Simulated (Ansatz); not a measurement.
Input:

BN (zinc blende, F-43m), a = b = c = 3.6088 Å, α = β = γ = 90.00°; the cell used has 2 atoms.

This is the r²SCAN-relaxed structure.

### Question
All from the program Ansatz at the r²SCAN level (PAW), unless another level is named. Give the vibrational entropy at 300 K.

### Answer
3.3 J/(K·mol of atoms).

### Question
Predict the zero-point energy.

### Answer
159.3 meV/atom.

### Question
Next, the Young's modulus?

### Answer
901 GPa.

The r²SCAN relaxation kept the symmetry of its start; phonons on a q-mesh show no instability.

Potentials: the earlier of the program's two PAW sets.
